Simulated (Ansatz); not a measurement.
The relaxed structure here is a generated cell of P: the first start was made by placing the elements on the sites of a structure type, and the end was not matched to a known phase here, so it may be hypothetical. Known forms of P include space group No. 64.

A relaxed cell of P (I4/mmm (No. 139)), relaxed on a k-mesh at least as fine as the one used below. Calculation: r2SCAN (plane waves to 500 eV, PAW, scalar-relativistic; Ansatz, a first-principles code). Γ-centred k-mesh 13×13×13 on the run's cell (coarser than for final values), Fermi–Dirac smearing 0.05 eV.

```yaml
crystal:
  lattice:
    - [-1.74064, 1.74064, 2.47386]
    - [1.74064, -1.74064, 2.47386]
    - [1.74064, 1.74064, -2.47386]
  atoms:
    - { symbol: P, position: [0.77238, 0.77238, 0.00000] }
    - { symbol: P, position: [0.22762, 0.22762, 0.00000] }
```

The atoms are displaced along an unstable phonon of this cell by (Å):

```tsv
atom	ux	uy	uz
P1	0.000	0.150	0.000
P2	0.000	-0.150	0.000
```

Question: What forces (eV/Å) and pressure result?

Answer: 
```tsv
atom	Fx	Fy	Fz
P1	0.00	-0.54	-0.40
P2	0.00	0.54	0.40
```

Pressure +5.1 GPa.

The undisplaced cell is probably no minimum: from this displacement the run went on to R-3m (No. 166), 0.05 eV/atom below it.

No spin polarisation in the result.
